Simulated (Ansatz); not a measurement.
An Ansatz (a first-principles code) run. Input:

Ansatz 0.2 input:
```yaml
crystal:
  lattice:
    - [4.8498928383, 0.0, 0.0]
    - [0.0, 4.8498928383, 0.0]
    - [0.0, 0.0, 4.8498928383]
  atoms:
    - { symbol: Al, position: [0.8443504597, 0.8443504597, 0.8443504597] }
    - { symbol: Al, position: [0.6556495403, 0.1556495403, 0.3443504597] }
    - { symbol: Al, position: [0.3443504597, 0.6556495403, 0.1556495403] }
    - { symbol: Al, position: [0.1556495403, 0.3443504597, 0.6556495403] }
    - { symbol: Pd, position: [0.1475361814, 0.1475361814, 0.1475361814] }
    - { symbol: Pd, position: [0.3524638186, 0.8524638186, 0.6475361814] }
    - { symbol: Pd, position: [0.6475361814, 0.3524638186, 0.8524638186] }
    - { symbol: Pd, position: [0.8524638186, 0.6475361814, 0.3524638186] }
kpoints:
  mp_grid: { grid: [9, 9, 9] }
hamiltonian:
  xc: pbesol
  pseudopotentials: { azcp: { folder: ./paw }, kind: paw }
scf:
  occupations: { method: fermi_dirac, width: 0.1 }
phonons:
  method: dfpt
  response_accuracy: low
  eigenvectors: true
  rigid_motions: translations
```

Output (shortened):

```
Pseudopotential: Al, paw, valence charge 3
Pseudopotential: Pd, paw, valence charge 18
Functional definition: PBEsol
Crystal: 8 atoms, lattice volume = 114.077 Å³
Basis set: ecut = 420 eV, 2205 PW (Γ), exchange–correlation on 72×72×72 points (8 copies of the dense FFT grid, shifted against one another)
Bands: 51, of which v1, the nominal top of the filled ones, is band 42 counted from 1 (41 counted from 0)
Symmetry: 12 space group operations
k-points: 365 of 729 (irreducible under 1 space group operation, time reversal used)
SCF iter   1: F=—  HF=-29746.885950 eV  |F-HF|=—  |Δ(HF+E_count)|=         —  Δρ=2.19e-1  dr2=7.38e1  ethr=3.10e-3  ⟨swp⟩=7.3  Hψ=78243  notcnv=0  defer=4
preconditioner: auto → Kerker (q_TF=auto, 2.593 Å⁻¹)
SCF iter   2: F=—  HF=-29734.927617 eV  |F-HF|=—  |Δ(HF+E_count)|=    1.20e1  Δρ=8.28e-2  dr2=1.15e1  ethr=3.10e-3  ⟨swp⟩=3.0  Hψ=42359  notcnv=0  defer=340
SCF iter   3: F=—  HF=-29732.634216 eV  |F-HF|=—  |Δ(HF+E_count)|=    2.29e0  Δρ=1.85e-2  dr2=4.53e-1  ethr=3.10e-3  ⟨swp⟩=2.1  Hψ=32444  notcnv=0  defer=650
SCF iter   4: F=—  HF=-29732.531639 eV  |F-HF|=—  |Δ(HF+E_count)|=   1.03e-1  Δρ=2.64e-3  dr2=1.11e-2  ethr=5.40e-4  ⟨swp⟩=3.0  Hψ=38669  notcnv=0  defer=691
SCF iter   5: F=—  HF=-29732.528450 eV  |F-HF|=—  |Δ(HF+E_count)|=   3.19e-3  Δρ=6.33e-4  dr2=7.90e-4  ethr=1.32e-5  ⟨swp⟩=2.0  Hψ=26051  notcnv=0  defer=691
SCF iter   6: F=—  HF=-29732.528148 eV  |F-HF|=—  |Δ(HF+E_count)|=   3.02e-4  Δρ=2.18e-4  dr2=3.78e-5  ethr=9.40e-7  ⟨swp⟩=2.0  Hψ=27445  notcnv=0  defer=691
SCF iter   7: F=—  HF=-29732.528138 eV  |F-HF|=—  |Δ(HF+E_count)|=   1.02e-5  Δρ=3.49e-5  dr2=1.07e-6  ethr=4.49e-8  ⟨swp⟩=2.9  Hψ=35745  notcnv=0  defer=691
SCF iter   8: F=—  HF=-29732.528136 eV  |F-HF|=—  |Δ(HF+E_count)|=   1.88e-6  Δρ=4.15e-6  dr2=1.44e-8  ethr=1.27e-9  ⟨swp⟩=2.3  Hψ=26496  notcnv=0  defer=691
SCF iter  11: F=-29732.528136 eV  HF=-29732.528136 eV  |F-HF|=2.18e-11  |Δ(HF+E_count)|=  1.46e-11  Δρ=4.02e-8  dr2=1.55e-12  ethr=1.00e-12  ⟨swp⟩=11.8  Hψ=76758  notcnv=0
SCF 1 converged in 11 iterations: F = -29732.528136 eV  dr2 = 1.55e-12
DFPT response loops at Γ: preconditioner auto → Kerker (q_TF=auto, 2.593 Å⁻¹) (partly filled bands, converged f_vac=0.000) …
SCF converged after 11 iterations
Free energy (F): -29732.528136 eV
Harris-Foulkes:  -29732.528136 eV  (|F-HF|=2.18e-11)
Internal energy: -29732.463856 eV  (E = F + TS)
E sigma→0 (E₀):  -29732.495996 eV
Entropy (-TS):   -0.064280 eV (-8.035 meV/atom)
Fermi energy:    15.083237 eV
--- Per-component energies (eV) ---
  E_band       = -837.545205
  E_kinetic    = 1893.953199
  E_local      = -10322.843929  (includes V_loc(G=0)·N_el)
  E_nonlocal   = 1524.118256
  E_hartree    = 4305.797698
  E_xc         = -708.840867
  E_vxc        = -827.662238  (∫ρ·V_xc dr)
  E_paw        = -16805.391893  (= ΣΔE_a)
  E_vpaw       = -1716.706683  (= ΣTr[D̂ρ^β])
  E_aug_tail   = 0.000869  (compensation charges beyond the density's cutoff)
  E_ewald      = -9620.543845
  E_core_change = 1.286657  (= ΣΔE_core)
  E_smearing   = -0.064280  (= −TS)
  E_closure    = 0.000000  (closes the sum)
  Σ components = -29732.528136   (vs F -29732.528136, Δ=0.00e0)
  [band-id]    e_kinetic+e_local+e_nonlocal+2·e_hartree+e_vxc+e_vpaw+e_augmentation_tail = -837.545130   (vs E_band -837.545205, Δ=7.50e-5)
--- Band table (eV; the first three rows and the last of 365) ---
  k-point 0: bands = ["-69.9061", "-69.8943", "-69.8943", "-69.8943", "-35.7253", "-35.7253", "-35.7253", "-35.6720", "-35.6584", "-35.6584", "-35.6584", "-35.6112", "-35.6112", "-35.5900", "-35.5900", "-35.5900", "4.8779", "8.7376", "8.7376", "8.7376", …
  k-point 1: bands = ["-69.9058", "-69.8955", "-69.8943", "-69.8935", "-35.7297", "-35.7259", "-35.7195", "-35.6732", "-35.6655", "-35.6599", "-35.6497", "-35.6108", "-35.6096", "-35.5915", "-35.5912", "-35.5892", "4.9626", "8.4581", "8.7446", "8.9310", …
  k-point 2: bands = ["-69.9051", "-69.8970", "-69.8940", "-69.8930", "-35.7324", "-35.7275", "-35.7126", "-35.6769", "-35.6703", "-35.6634", "-35.6400", "-35.6096", "-35.6058", "-35.5944", "-35.5936", "-35.5894", "5.2134", "8.0376", "8.7647", "9.0491", …
  k-point 364: bands = ["-69.9020", "-69.9004", "-69.8936", "-69.8932", "-35.7320", "-35.7299", "-35.6988", "-35.6915", "-35.6725", "-35.6695", "-35.6249", "-35.6167", "-35.6005", "-35.5978", "-35.5926", "-35.5895", "6.3099", "6.9311", "8.7982", "8.9516", …
--- Phonons (Γ-DFPT): 2 representative perturbations + reference, on 365 of 729 k-points (Σ response iterations 6) ---
  ASR residual: 5.372e-4 → 0.000e0 eV/Å²; symmetrization residual: 1.150e-4 eV/Å²
  ASR residual per site (eV/Å²): 1.27e-4 1.27e-4 1.27e-4 1.27e-4 5.37e-4 5.37e-4 5.37e-4 5.37e-4
  Γ frequencies (cm⁻¹): 0.00 0.00 0.00 130.86 130.86 132.45 138.67 138.67 138.67 149.92 149.92 149.92 244.16 244.16 244.16 247.27 247.27 284.03 284.03 284.03 301.90 343.70 343.70 343.70
  non-analytic LO–TO correction: not included (Born effective charges unavailable; polar crystals: no LO–TO splitting at Γ)
```

Cost: roughly 10 core-minutes on shared cores.

Space group P2_13. The workflow started from a Materials Project entry (that database holds measured and hypothetical structures alike); the Crystallography Open Database copy checked does not list it. With Al and Pd taken as one species the cell has the higher symmetry Pa-3, so it may be an ordered model of a mixed-site phase. Whether it is the stable phase at ambient conditions was not checked. The PBEsol relaxation kept the symmetry of its start; whether a distortion lowers the energy is not shown. No spin polarisation was allowed. As this level gives no gap, phonon frequencies hold no LO–TO term and depend on the k-mesh and smearing (Fermi–Dirac, 0.1 eV here). Scalar-relativistic: spin–orbit coupling is off unless named, which matters more the heavier the elements.

Potentials: the earlier of the program's two PAW sets. The files were generated under PBE; for other functionals the program regenerates the frozen cores, and for LDA and PBEsol the local potential too.

Ansatz is a plane-wave DFT program.
